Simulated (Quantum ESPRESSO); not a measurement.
Inputs of pw.x and gipaw.x (a modified build of Quantum ESPRESSO, PBE) for MgSe; the starting potential comes from an earlier run on another mesh:

```
&CONTROL
  calculation = 'scf'
  prefix = 'x'
  pseudo_dir = './pseudo'
  outdir = './out'
  tprnfor = .true.
/
&SYSTEM
  ibrav = 0
  nat = 2
  ntyp = 2
  ecutwfc = 40
  ecutrho = 160
  occupations = 'fixed'
  nbnd = 8
/
&ELECTRONS
  conv_thr = 1e-11
  startingpot = 'file'
/
ATOMIC_SPECIES
Mg 24.305 Mg.GGA_PBE-JTH.UPF
Se 78.971 Se.GGA_PBE-JTH.UPF
CELL_PARAMETERS angstrom
    0.000000000000     2.733725000000     2.733725000000
    2.733725000000     0.000000000000     2.733725000000
    2.733725000000     2.733725000000     0.000000000000
ATOMIC_POSITIONS crystal
Mg     0.000000000000     0.000000000000     0.000000000000
Se     0.500000000000     0.500000000000     0.500000000000
K_POINTS automatic
6 6 6 1 1 1
```

```
&INPUTGIPAW
  job = 'nmr'
  prefix = 'x'
  tmp_dir = './out/'
  restart_mode = 'from_scratch'
  pawproj(1) = .true.
  pawproj(2) = .true.
  use_nmr_macroscopic_shape = .false.
/
```

Geometry: a computed entry of the Materials Project; it was not checked against measured cells. It is MgSe in Fm-3m; whether this form has been observed was not checked. Stability against distortions was not tested.

Task: Predict the shielding tensors that the run ends with.

Result: 
```
     Total NMR chemical shifts in ppm: ---------------------------------------
     (adopting the Simpson convention for anisotropy and asymmetry)-----------

     Atom  1  Mg  pos: (  0.000000  0.000000  0.000000)  Total sigma:         567.64
           567.6436          0.0000          0.0000
             0.0000        567.6436          0.0000
             0.0000          0.0000        567.6436

     Mg      1    anisotropy:     -0.00    eta:    0.0000
     Mg      1    sigma_11=    567.64
     Mg      1    sigma_22=    567.64
     Mg      1    sigma_33=    567.64

     Atom  2  Se  pos: (  0.707107  0.707107  0.707107)  Total sigma:        1826.20
          1826.1956          0.0000          0.0000
             0.0000       1826.1956          0.0000
             0.0000          0.0000       1826.1956

     Se      2    anisotropy:      0.00    eta:    0.0000
     Se      2    sigma_11=   1826.20
     Se      2    sigma_22=   1826.20
     Se      2    sigma_33=   1826.20
```
The printed anisotropy is 3/2 (σ_33 − σ_iso) in the program's own order; the axes are left out here. All sites are cubic, so the anisotropy vanishes by symmetry. These are absolute shieldings with no macroscopic susceptibility term; δ = σ_ref − σ needs a reference computed alike. By our sweeps, such settings leave a few ppm in absolute σ on light atoms and up to some 20 ppm from Zn on. No spin–orbit coupling; Se is the heaviest element present. No d partial waves on Mg, Se: the paramagnetic term there is incompletely reconstructed. The structure is static (0 K, no zero-point motion).
